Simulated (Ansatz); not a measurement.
Level of theory: DFT PBE, scalar-relativistic, plane waves, PAW, and for the lanthanide a 4f-in-core norm-conserving potential (Ansatz 0.2.0). Settings: cutoff 690 eV, Γ-centred meshes spaced at most about 0.3 Å⁻¹, and about 0.25 Å⁻¹ or finer for metals (2π included), Gaussian smearing. No spin polarisation in the final relaxations.

All energies are static (0 K, no zero-point motion).

Two relaxed structures of LiSm:

A.

```cif
data_structure
_symmetry_space_group_name_H-M 'Fm-3m'
_symmetry_Int_Tables_number 225
_cell_length_a 6.1994
_cell_length_b 6.1994
_cell_length_c 6.1994
_cell_angle_alpha 90.000
_cell_angle_beta 90.000
_cell_angle_gamma 90.000
_cell_volume 238.26
loop_
_atom_site_label
_atom_site_type_symbol
_atom_site_symmetry_multiplicity
_atom_site_Wyckoff_symbol
_atom_site_fract_x
_atom_site_fract_y
_atom_site_fract_z
_atom_site_occupancy
Li1 Li 4 b 0.50000 0.00000 0.00000 1
Sm1 Sm 4 a 0.00000 0.00000 0.00000 1
```

B.

```cif
data_structure
_symmetry_space_group_name_H-M 'P-6m2'
_symmetry_Int_Tables_number 187
_cell_length_a 3.4194
_cell_length_b 3.4194
_cell_length_c 5.5505
_cell_angle_alpha 90.000
_cell_angle_beta 90.000
_cell_angle_gamma 120.000
_cell_volume 56.20
loop_
_atom_site_label
_atom_site_type_symbol
_atom_site_symmetry_multiplicity
_atom_site_Wyckoff_symbol
_atom_site_fract_x
_atom_site_fract_y
_atom_site_fract_z
_atom_site_occupancy
Li1 Li 1 b 0.00000 0.00000 0.50000 1
Sm1 Sm 1 e 0.66667 0.33333 0.00000 1
```

Problem. Which form is favoured at zero pressure, and by what margin per atom?

Solution. B is lower, by 0.37 eV/atom. A has the rock salt type, space group Fm-3m (No. 225), 29.8 Å³/atom and no gap on its mesh; B has Li and Sm ordered on hcp sites, space group P-6m2 (No. 187), 28.1 Å³/atom and no gap. Counting all near atoms (those within 1.25 times the shortest distance at each site), A has Li 6, Sm 6 and B has Li 12, Sm 12. The denser one is the lower, and pressure would at first widen the difference. Even the lower one lies +0.17 eV/atom against the reference forms of the elements (uncorrected), so neither is stable at this level. Both come from invented guesses. A third cell relaxed alike, in P4/nmm, lies 111 meV/atom below the lower of the two.

Cells relaxed within their symmetry can be saddle points.

The lanthanide is trivalent by construction, without f bands, f moments or other valences.
